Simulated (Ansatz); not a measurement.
TaC (rock salt)

```
TaC
1.0
    0.00000     2.23794     2.23794
    2.23794     0.00000     2.23794
    2.23794     2.23794     0.00000
C Ta
1 1
Direct
  0.00000   0.00000   0.00000
  0.50000   0.50000   0.50000
```

The volume is varied about the relaxed value V₀ at fixed cell shape. Symmetry pins the atoms to their sites.

All values below come from PBE (plane waves to 420 eV, PAW, scalar-relativistic; Ansatz, a first-principles code). k mesh 18×18×18 (Γ-centred), Fermi-Dirac smearing 0.05 eV. E stands for the smeared free energy. Compression counts positive. Spin-orbit coupling is left out, though Ta is heavy. TaC is run without spin polarisation. TaC was relaxed with its symmetry unable to fall. The PAW data are Ansatz's earlier set. ΔE is measured from the relaxed starting cell. The last digit holds for this mesh only.

```tsv
V (Å³/atom)	ΔE (meV/atom)
10.088	136.0
10.312	83.8
10.536	45.4
10.760	19.5
10.984	4.7
11.208	0.0
11.433	4.4
11.657	withheld
11.881	36.9
12.105	63.5
12.329	96.0
```

Fit a third-order Birch-Murnaghan form (E₀, V₀, B₀, B₀′ free) to the given rows and predict ΔE at V = 11.657.

Least squares on the 10 given rows: ΔE = E₀ + (9V₀B₀/16)·y²·[2 + (B₀′ − 4)y], y = (V₀/V)^(2/3) − 1, with V₀ = 11.208 Å³/atom, B₀ = 324.1 GPa (160.2 GPa = 1 eV/Å³; the term in eV is multiplied by 1000), B₀′ = 4.22, E₀ = 0.01 meV/atom; root-mean-square residual 0.04 meV/atom. At 11.657 the fit gives 17.0 meV/atom; the calculation gives 16.9 meV/atom, so the interpolation is off by 0.1 (+0.6 %). For the pressure the fit gives -11.7 GPa against the computed -11.7 GPa.

(A scan under strain: stresses follow from slopes of the energy per volume, elastic moduli from its curvatures.)
